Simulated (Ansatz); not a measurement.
Here is the system:

Au:
```cif
data_Au
_chemical_formula_sum 'Au1'
_space_group_name_H-M_alt 'P 1'
_space_group_IT_number 1
_cell_length_a 2.86119
_cell_length_b 2.86119
_cell_length_c 2.86119
_cell_angle_alpha 60.000
_cell_angle_beta 60.000
_cell_angle_gamma 60.000
loop_
_space_group_symop_operation_xyz
  'x, y, z'
loop_
_atom_site_label
_atom_site_type_symbol
_atom_site_fract_x
_atom_site_fract_y
_atom_site_fract_z
_atom_site_occupancy
Au1 Au 0.00000 0.00000 0.00000 1
```

This is the LDA-relaxed structure.

Problem. All from LDA in the plane-wave PAW code Ansatz, unless another level is named. Predict the Poisson's ratio.

Solution. 0.44.

Problem. Next, the elastic constants (relaxed ions, GPa)?

Solution. C11 = 214, C12 = 186, C44 = 37.5.

Space group Fm-3m (fcc (Cu type)). The LDA relaxation kept the symmetry of its start. As this level gives no gap, shear constants depend on the k-mesh and smearing (Fermi–Dirac, 0.1 eV here). Spin–orbit coupling is left out wherever it is not named.

Potentials: the earlier of the program's two PAW sets. The files were generated under PBE; for other functionals the program regenerates the frozen cores, and for LDA and PBEsol the local potential too.
